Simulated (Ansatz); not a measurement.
An Ansatz (a quantum-chemistry and plane-wave program) run. Input:

Ansatz 0.2 input:
```yaml
crystal:
  lattice:
    - [-1.9170871098, 1.9170871098, 4.2885816111]
    - [1.9170871098, -1.9170871098, 4.2885816111]
    - [1.9170871098, 1.9170871098, -4.2885816111]
  atoms:
    - { symbol: Al, position: [0.5, 0.5, 0.0] }
    - { symbol: Al, position: [0.75, 0.25, 0.5] }
    - { symbol: Al, position: [0.25, 0.75, 0.5] }
    - { symbol: Nb, position: [0.0, 0.0, 0.0] }
kpoints:
  mp_grid: { grid: [15, 15, 15] }
hamiltonian:
  xc: r2scan
  pseudopotentials: { kind: paw }
scf:
  occupations: { method: gaussian, width: 0.1 }
checkpoint: { read: metal.run }
output: { bader: true, populations: true }
```

Output (shortened):

```
Pseudopotential: Al, paw, valence charge 3
Pseudopotential: Nb, paw, valence charge 13
Functional definition: r2SCAN
Crystal: 4 atoms, lattice volume = 63.046 Å³
Basis set: ecut = 500 eV, 1579 PW (Γ), exchange–correlation on 160×160×160 points (64 copies of the dense FFT grid, shifted against one another)
Bands: 19, of which v1, the nominal top of the filled ones, is band 11 counted from 1 (10 counted from 0)
Symmetry: 16 space group operations
Space group: I4/mmm (ITA 139), of the structure as read, at distance tolerance 4.0e-5 Å
k-points: 288 of 3375
Stability of the state it starts from, as read at its close in the unpolarized treatment …
iter 1 solved again at ethr=2.01e-7 eV; its pass at ethr=3.10e-3 eV (dr2=4.42e-5 eV) is discarded
SCF iter   1: F=—  HF=-6186.788275 eV  |F-HF|=—  |Δ(HF+E_count)|=         —  Δρ=4.43e-7  dr2=1.03e-10  dr2_τ=1.57e-11  ethr=2.01e-7  ⟨swp⟩=2.9  Hψ=43615  notcnv=0
preconditioner: auto → Kerker (q_TF=auto, 2.289 Å⁻¹)
SCF iter   2: F=-6186.788275 eV  HF=-6186.788275 eV  |F-HF|=9.09e-12  |Δ(HF+E_count)|=   5.84e-9  Δρ=2.54e-7  dr2=3.51e-11  dr2_τ=1.26e-11  ethr=1.00e-12  ⟨swp⟩=6.0  Hψ=24359  notcnv=0
SCF 1 converged in 2 iterations: F = -6186.788275 eV  dr2 = 3.51e-11
SCF converged after 2 iterations
Free energy (F): -6186.788275 eV
Harris-Foulkes:  -6186.788275 eV  (|F-HF|=9.09e-12)
Internal energy: -6186.785701 eV  (E = F + TS)
E sigma→0 (E₀):  -6186.786988 eV
Entropy (-TS):   -0.002574 eV (-0.644 meV/atom)
Fermi energy:    11.355664 eV
--- Per-component energies (eV) ---
  E_band       = -108.106557
  E_kinetic    = 466.457676
  E_local      = -1110.192439  (includes V_loc(G=0)·N_el)
  E_nonlocal   = 149.404081
  E_hartree    = 409.602750
  E_xc         = -281.673622
  E_vxc        = -332.500339  (∫ρ·V_xc dr)
  E_paw        = -4510.339871  (= ΣΔE_a)
  E_vpaw       = -119.022304  (= ΣTr[D̂ρ^β])
  E_aug_tail   = 0.000002  (compensation charges beyond the density's cutoff)
  E_vtau       = 18.541185  (kinetic-family band-sum trace: ∫τ·v_τ [+ j·A + Jᵃ·Aᵃ] dr)
  E_ewald      = -1309.671524
  E_core_change = -0.372755  (= ΣΔE_core)
  E_smearing   = -0.002574  (= −TS)
  E_closure    = 0.000000  (closes the sum)
  Σ components = -6186.788275   (vs F -6186.788275, Δ=0.00e0)
  [band-id]    e_kinetic+e_local+e_nonlocal+2·e_hartree+e_vxc+e_vpaw+e_augmentation_tail+e_vtau = -108.106637   (vs E_band -108.106557, Δ=-7.94e-5)
--- Band table (eV; the first three rows and the last of 288) ---
  k-point 0: bands = ["-44.9188", "-20.3837", "-20.3837", "-20.2494", "0.3552", "7.4738", "8.3360", "8.6529", "9.1474", "9.1474", "11.4086", "13.0498", "13.0498", "13.6364", "13.6642", "16.1359", "16.1359", "16.4087", "18.4157"]
  k-point 1: bands = ["-44.9185", "-20.3871", "-20.3865", "-20.2489", "0.4591", "7.5667", "8.0757", "8.6192", "8.8786", "9.4363", "10.9417", "13.1699", "13.2274", "13.4401", "14.0239", "16.1940", "16.3610", "16.5155", "18.6781"]
  k-point 2: bands = ["-44.9177", "-20.3963", "-20.3943", "-20.2475", "0.7668", "7.6884", "7.8307", "8.2743", "8.5413", "9.8474", "9.9973", "13.1503", "13.4641", "13.4882", "14.7849", "16.1760", "16.4808", "17.3829", "17.4988"]
  k-point 287: bands = ["-44.9184", "-20.3878", "-20.3843", "-20.2592", "2.2972", "2.9809", "7.9857", "9.7193", "10.0876", "10.8373", "11.2029", "11.2858", "11.6723", "14.7957", "17.0622", "17.1245", "17.4704", "17.6476", "17.8093"]
--- Löwdin populations: 4 sites ---
  site symbol       q [e]
     0     Al      2.8179
     1     Al      2.9414
     2     Al      2.9414
     3     Nb     13.1500
  spilling = 0.006782 (of n_electrons = 22.000000)
--- Bader charges: 4 sites ---
  site symbol  charge [e]  shift [e]
     0     Al      0.2956     0.0035
     1     Al      0.1465     0.0008
     2     Al      0.1465     0.0008
     3     Nb     -0.5887     0.0018
  shift: an alarm, by how much a part of what the PAW files miss would move the charge. Where it is large, compare
  with a run on PAW files of another source; a small one proves nothing
  estimated error of the sums over rays = 1.2e-3 e
```

Cost: very roughly 110 core-seconds on shared cores.

The workflow started from a Materials Project entry (that database holds measured and hypothetical structures alike); the Crystallography Open Database copy checked does not list it. With Al and Nb taken as one species the cell has the higher symmetry I4/mmm, so it may be an ordered model of a mixed-site phase. Its standing as an ambient phase is unchecked. The r²SCAN relaxation kept the symmetry of its start; of distortions, only those at the zone centre were tested. The run is not spin-polarised. Scalar-relativistic: spin–orbit coupling is off unless named, which matters more the heavier the elements.

Potentials: the later of the program's two PAW sets.

Ansatz is a plane-wave DFT program.
